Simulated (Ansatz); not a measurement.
# Sn started on an I site in cubic perovskite CsSnI3, 40 atoms, charge −1

These are results of Ansatz 0.2.0, DFT, PBEsol, PAW, plane waves, not measurements.

Command:

```sh
ansatz run in.yaml --threads 8 --pin off --max-ram 118750MiB --runs-dir r --events-out ev --progress --plain --backend cuda --devices 0, --max-vram 170GiB
```

The input less its lattice and atoms:

```yaml
crystal:
  symmetry: { detect: false }
kpoints:
  mp_grid: { grid: [1, 1, 1], shift: [0.25, 0.25, 0.25] }
hamiltonian:
  xc: pbesol
total_charge: -1
scf:
  occupations: { method: fermi_dirac, width: 0.01 }
relax:
  f_tol: 0.03
  max_steps: 80
  escape_saddle: false
  adjacent_minimum: "off"
output:
  forces: true
  eigenvalues: true
  populations: true
  charged_corrections: { epsilon: 30 }
```

Start:

```xyz
40
Lattice="12.3145 0.0000 0.0000 0.0000 12.3145 0.0000 0.0000 0.0000 12.3145" Properties=species:S:1:pos:R:3 pbc="T T T"
Cs    0.0012   12.2994    0.0147
Cs   12.2906   12.3059    6.1624
Cs   12.3099    6.1407    0.0099
Cs    0.0439    6.1390    6.1590
Cs    6.1955   12.3093   12.2902
Cs    6.1890   12.3058    6.1711
Cs    6.1281    6.1172   12.3102
Cs    6.1409    6.1706    6.1445
Sn    3.0573    3.0835    3.0997
Sn    3.0935    3.0993    9.2427
Sn    3.0591    9.2291    3.0507
Sn    3.0837    9.2579    9.2104
Sn    9.2588    3.1028    3.0946
Sn    9.2183    3.0846    9.2542
Sn    9.2391    9.2215    3.0694
Sn    9.2614    9.2049    9.2050
Sn    3.1118    3.0687    6.1498
I     3.0984    3.0725    0.0079
I     3.0507    9.2425    0.0062
I     3.1127    9.2773    6.1832
I     9.2482    3.0564    0.0146
I     9.2166    3.1005    6.1669
I     9.2319    9.2439    0.0234
I     9.2323    9.2457    6.1669
I    12.2967    3.0765    3.0760
I    12.2946    3.0541    9.2552
I    12.2969    9.1966    3.0726
I     0.0101    9.2177    9.2246
I     6.1603    3.1135    3.0998
I     6.1289    3.1177    9.2318
I     6.1085    9.2636    3.0667
I     6.1704    9.2190    9.2097
I     3.0837    0.0287    3.0657
I     3.0841   12.3043    9.2329
I     3.0545    6.1846    3.0990
I     3.1044    6.1366    9.2466
I     9.2113    0.0149    3.0687
I     9.2290   12.3039    9.2284
I     9.2250    6.1588    3.0833
I     9.2031    6.1849    9.2577
```

Steps:

```json
{"step": "start", "energy less the first (eV)": "0.000", "largest force component (eV/Å)": "0.762"}
{"step": "1", "energy less the first (eV)": "-0.137", "largest force component (eV/Å)": "0.368"}
{"step": "2", "energy less the first (eV)": "-0.207", "largest force component (eV/Å)": "0.100"}
{"step": "3", "energy less the first (eV)": "-0.253", "largest force component (eV/Å)": "0.131"}
{"step": "4", "energy less the first (eV)": "-0.310", "largest force component (eV/Å)": "0.099"}
{"step": "5", "energy less the first (eV)": "-0.356", "largest force component (eV/Å)": "0.084"}
{"step": "6", "energy less the first (eV)": "-0.408", "largest force component (eV/Å)": "0.099"}
{"step": "7", "energy less the first (eV)": "-0.451", "largest force component (eV/Å)": "0.072"}
{"step": "8", "energy less the first (eV)": "-0.492", "largest force component (eV/Å)": "0.103"}
{"step": "9", "energy less the first (eV)": "-0.519", "largest force component (eV/Å)": "0.028"}
{"step": "10", "energy less the first (eV)": "-0.528", "largest force component (eV/Å)": "0.045"}
{"step": "11", "energy less the first (eV)": "-0.537", "largest force component (eV/Å)": "0.035"}
{"step": "12", "energy less the first (eV)": "-0.555", "largest force component (eV/Å)": "0.068"}
{"step": "13", "energy less the first (eV)": "-0.581", "largest force component (eV/Å)": "0.053"}
{"step": "14", "energy less the first (eV)": "-0.610", "largest force component (eV/Å)": "0.045"}
{"step": "15", "energy less the first (eV)": "-0.626", "largest force component (eV/Å)": "0.112"}
{"step": "16", "energy less the first (eV)": "-0.638", "largest force component (eV/Å)": "0.039"}
{"step": "17", "energy less the first (eV)": "-0.642", "largest force component (eV/Å)": "0.023"}
{"step": "18", "energy less the first (eV)": "-0.646", "largest force component (eV/Å)": "0.020"}
{"step": "19", "energy less the first (eV)": "-0.649", "largest force component (eV/Å)": "0.014"}
```

A structure on the way, about -0.21 eV from the start:

```
Cs Sn I
1.0
    12.31446    0.00000    0.00000
     0.00000   12.31446    0.00000
     0.00000    0.00000   12.31446
Cs Sn I
8 9 23
Direct
  0.00703 0.00714 0.00177
  0.00028 0.00147 0.50185
  0.00694 0.49240 0.00127
  0.00642 0.49549 0.49930
  0.49516 0.00673 0.99996
  0.49940 0.00069 0.50055
  0.49016 0.48925 0.99812
  0.49761 0.49834 0.49937
  0.24969 0.25029 0.26527
  0.24941 0.25137 0.73580
  0.25053 0.75073 0.24897
  0.24990 0.75128 0.74780
  0.74927 0.25046 0.25127
  0.74981 0.24950 0.75000
  0.75025 0.75045 0.24808
  0.74975 0.74947 0.74907
  0.25526 0.24569 0.50117
  0.25006 0.25183 0.00024
  0.24826 0.75054 0.99976
  0.25040 0.75135 0.49959
  0.74880 0.24954 0.00053
  0.75013 0.25081 0.50035
  0.75011 0.75200 0.99962
  0.74967 0.75061 0.49992
  0.99752 0.24992 0.25345
  0.99783 0.24796 0.75050
  0.99936 0.75020 0.25024
  0.99924 0.74957 0.74967
  0.50035 0.25235 0.25169
  0.50058 0.25018 0.74783
  0.50006 0.75059 0.24861
  0.49980 0.74970 0.75069
  0.24853 0.99950 0.25276
  0.24925 0.99943 0.74990
  0.25036 0.50251 0.25203
  0.25038 0.50232 0.74642
  0.74893 0.00032 0.25050
  0.74882 0.99980 0.75053
  0.74942 0.50083 0.24893
  0.74964 0.50035 0.75199
```

End:

```xyz
40
Lattice="12.3145 0.0000 0.0000 0.0000 12.3145 0.0000 0.0000 0.0000 12.3145" Properties=species:S:1:pos:R:3 pbc="T T T"
Cs    0.3068    0.3864    0.2408
Cs    0.0769   12.2174    6.3712
Cs    0.2478    5.6636   12.2632
Cs    0.1640    6.2960    6.1759
Cs    5.6886    0.1070    0.2342
Cs    6.3403   11.5310    6.1967
Cs    5.7936    5.8152   12.0574
Cs    6.2281    6.1260    5.4664
Sn    3.2858    3.2517    3.5343
Sn    2.8778    2.9583    8.8025
Sn    3.0401    9.3298    3.2052
Sn    2.9702    9.1743    9.3674
Sn    9.3526    3.1717    3.0100
Sn    9.1133    3.0999    9.0801
Sn    9.2597    9.3314    3.0381
Sn    9.1610    9.2120    9.3234
Sn    4.0402    2.2169    6.2109
I     3.1669    3.0400    0.0109
I     2.7133    9.2860    0.1413
I     3.2822    9.0715    6.2751
I     9.1689    2.6435   12.2166
I     9.3944    3.7871    6.0600
I     9.5078    9.9629    0.0420
I     9.0145    8.7284    6.2137
I     0.0853    3.2259    3.1163
I    12.1202    3.0494    9.2056
I    12.2979    9.2986    3.5276
I    12.2246    9.2180    8.9790
I     6.2356    3.2541    2.8156
I     5.9281    3.5156    8.3404
I     6.1472    9.3810    2.9146
I     6.0705    9.2810    9.6543
I     2.9787    0.1334    3.4463
I     2.8718   12.2578    9.4995
I     3.1058    6.2735    3.0479
I     2.8108    6.1146    9.2560
I     9.3153    0.0972    3.6383
I     9.1221    0.0399    8.6897
I     9.2263    6.2767    2.5138
I     9.1707    6.1864    9.8588
```

The calculation finished and met its thresholds.

Time: 17 s of wall time on one NVIDIA GB200 with 8 processor threads, on a host shared with other runs; peak host memory 2.2 GiB.

Problem. How much energy did the relaxation gain, and which atom moved most?

Solution. 0.65 eV in 19 steps, from a start with small random displacements (the gain also holds any tilting of the ideal host); atom 17 (Sn) moved 1.26 Å, the median atom 0.42 Å (drift of the whole cell removed).

The one k point has no symmetry partners, which can distort the end along one axis.
